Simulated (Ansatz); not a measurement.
Relaxation of a generated cell, AlNi placed in the AFLOW prototype AB_hP2_187_d_a (B_h, as in WC); 2 atoms in the cell, which starts as P-6m2 (No. 187), hP2; a = b = 3.087 Å, c = 3.013 Å, α = β = 90.00°, γ = 120.00°. Calculation: PBE (plane waves to 420 eV, PAW, scalar-relativistic; Ansatz, a quantum-chemistry and plane-wave program). Γ-centred k-mesh 12×12×11 on the run's cell (coarser than for final values), Fermi–Dirac smearing 0.05 eV. This is the first round of the run. Spin-polarised start, with parallel moments on Ni.

The optimiser's lines from the output (shortened; P is positive under compression):

```
relax step   1: F+E_penalty+E_count = -6377.71268246 eV  Δ(F+E_penalty+E_count) = +0.000e0 eV  max|allowed force component| = 2.255e-17 eV/Å  Δτ_max = 0.0000 Å  P = +15.203 GPa  Ω = 24.875 Å³  (12 SCF iters, dr2 threshold 1.00e-7 eV, accepted)
relax step   2: F+E_penalty+E_count = -6377.80729194 eV  Δ(F+E_penalty+E_count) = -9.461e-2 eV  max|allowed force component| = 4.192e-17 eV/Å  Δτ_max = 0.0000 Å  P = +6.952 GPa  Ω = 26.005 Å³  (9 SCF iters, dr2 threshold 2.00e-7 eV, accepted)
relax step   3: F+E_penalty+E_count = -6377.87333582 eV  Δ(F+E_penalty+E_count) = -6.604e-2 eV  max|allowed force component| = 1.966e-17 eV/Å  Δτ_max = 0.0000 Å  P = +0.251 GPa  Ω = 26.924 Å³  (9 SCF iters, dr2 threshold 2.00e-7 eV, accepted)
relax step   4: F+E_penalty+E_count = -6377.93314382 eV  Δ(F+E_penalty+E_count) = -5.981e-2 eV  max|allowed force component| = 3.065e-17 eV/Å  Δτ_max = 0.0000 Å  P = -2.614 GPa  Ω = 27.005 Å³  (10 SCF iters, dr2 threshold 2.00e-7 eV, accepted)
relax step   5: F+E_penalty+E_count = -6378.00198941 eV  Δ(F+E_penalty+E_count) = -6.885e-2 eV  max|allowed force component| = 1.735e-17 eV/Å  Δτ_max = 0.0000 Å  P = -4.627 GPa  Ω = 26.744 Å³  (9 SCF iters, dr2 threshold 2.00e-7 eV, accepted)
relax step   6: F+E_penalty+E_count = -6378.08114670 eV  Δ(F+E_penalty+E_count) = -7.916e-2 eV  max|allowed force component| = 4.395e-17 eV/Å  Δτ_max = 0.0000 Å  P = -3.099 GPa  Ω = 25.554 Å³  (9 SCF iters, dr2 threshold 2.00e-7 eV, accepted)
relax step   7: F+E_penalty+E_count = -6378.08881732 eV  Δ(F+E_penalty+E_count) = -7.671e-3 eV  max|allowed force component| = 3.238e-17 eV/Å  Δτ_max = 0.0000 Å  P = +1.341 GPa  Ω = 24.760 Å³  (9 SCF iters, dr2 threshold 2.00e-7 eV, accepted)
relax step   8: F+E_penalty+E_count = -6378.05357580 eV  Δ(F+E_penalty+E_count) = +3.524e-2 eV  max|allowed force component| = 4.163e-17 eV/Å  Δτ_max = 0.0000 Å  P = -2.614 GPa  Ω = 24.759 Å³  (8 SCF iters, dr2 threshold 2.00e-7 eV, rejected (line search))
relax step   9: F+E_penalty+E_count = -6378.09016657 eV  Δ(F+E_penalty+E_count) = -1.349e-3 eV  max|allowed force component| = 2.776e-17 eV/Å  Δτ_max = 0.0000 Å  P = +0.039 GPa  Ω = 24.878 Å³  (12 SCF iters, accepted)
relax step  10: F+E_penalty+E_count = -6378.09016540 eV  Δ(F+E_penalty+E_count) = +1.164e-6 eV  max|allowed force component| = 4.510e-17 eV/Å  Δτ_max = 0.0000 Å  P = -0.002 GPa  Ω = 24.883 Å³  (6 SCF iters, dr2 threshold 1.20e-8 eV, accepted)
relax step  11: F+E_penalty+E_count = -6378.14302129 eV  Δ(F+E_penalty+E_count) = -5.286e-2 eV  max|allowed force component| = 4.568e-17 eV/Å  Δτ_max = 0.0000 Å  P = +2.726 GPa  Ω = 24.883 Å³  stress off target by 7.56e0 GPa  SCF on the basis re-selected at this cell (its energy is not comparable with the rows above)  (11 SCF iters)
relax step  12: F+E_penalty+E_count = -6378.15858904 eV  Δ(F+E_penalty+E_count) = -1.557e-2 eV  max|allowed force component| = 4.857e-17 eV/Å  Δτ_max = 0.0000 Å  P = +1.163 GPa  Ω = 25.003 Å³  (9 SCF iters, dr2 threshold 2.00e-7 eV, accepted)
relax step  13: F+E_penalty+E_count = -6378.16009625 eV  Δ(F+E_penalty+E_count) = -1.507e-3 eV  max|allowed force component| = 3.123e-17 eV/Å  Δτ_max = 0.0000 Å  P = +0.094 GPa  Ω = 25.144 Å³  (9 SCF iters, dr2 threshold 2.00e-7 eV, accepted)
relax step  14: F+E_penalty+E_count = -6378.16009357 eV  Δ(F+E_penalty+E_count) = +2.685e-6 eV  max|allowed force component| = 3.585e-17 eV/Å  Δτ_max = 0.0000 Å  P = -0.006 GPa  Ω = 25.162 Å³  (7 SCF iters, dr2 threshold 2.90e-8 eV, accepted)
relax step  15: F+E_penalty+E_count = -6378.16021076 eV  Δ(F+E_penalty+E_count) = -1.172e-4 eV  max|allowed force component| = 3.123e-17 eV/Å  Δτ_max = 0.0000 Å  P = -0.005 GPa  Ω = 25.162 Å³  stress off target by 2.34e-2 GPa  SCF on the basis re-selected at this cell (its energy is not comparable with the rows above)  (13 SCF iters)
relax step  16: F+E_penalty+E_count = -6378.16021220 eV  Δ(F+E_penalty+E_count) = -1.437e-6 eV  max|allowed force component| = 3.643e-17 eV/Å  Δτ_max = 0.0000 Å  P = -0.000 GPa  Ω = 25.161 Å³  (6 SCF iters, dr2 threshold 1.36e-9 eV, accepted)
relax step  17: F+E_penalty+E_count = -6378.16021028 eV  Δ(F+E_penalty+E_count) = +1.915e-6 eV  max|allowed force component| = 3.643e-17 eV/Å  Δτ_max = 0.0000 Å  P = -0.000 GPa  Ω = 25.161 Å³  stress off target by 3.92e-4 GPa  SCF on the basis re-selected at this cell (its energy is not comparable with the rows above)  (7 SCF iters)
```

From the first to the last row the energy changes by -0.22 eV/atom and the volume by +1.1 %. The last row is marked as not comparable with the walk above it, whose basis was carried along; it does compare with step 1, since both stand on a basis selected at the nominal cutoff for their own cell.

Energy and pressure jump between steps 10 and 11 at one geometry, where the plane-wave basis was selected anew. While the cell walks, the set of plane waves is carried along, so its effective cutoff drifts with the strain; re-selecting it at 420 eV moved the energy by -0.026 eV/atom and the pressure by 2.7 GPa. Only step 1 and rows on a re-selected basis compare with each other.

Step 8 was rejected by the optimiser.

Later rounds, restarted from the end of this one on a renewed k-mesh, logged 4 more steps and released under 0.01 eV/atom more. The final structure after all rounds: P-6m2 (No. 187), hP2; a = 2.759 Å, b = 2.759 Å, c = 3.818 Å, α = 90.00°, β = 90.00°, γ = 120.00°. Between re-selections the logged energies stand on a plane-wave basis carried along with the cell. No spin polarisation in the result: the starting moments vanished. A magnetic state may lie lower.

The run could not lose the symmetry of its start, so the end can be a saddle point.

All atoms sit on sites fixed by symmetry, so only the cell could relax.

The relaxed structure here is a generated cell of AlNi: the first start was made by placing the elements on the sites of a structure type, and the end was not matched to a known phase here, so it may be hypothetical. Known forms of AlNi include space group No. 221.
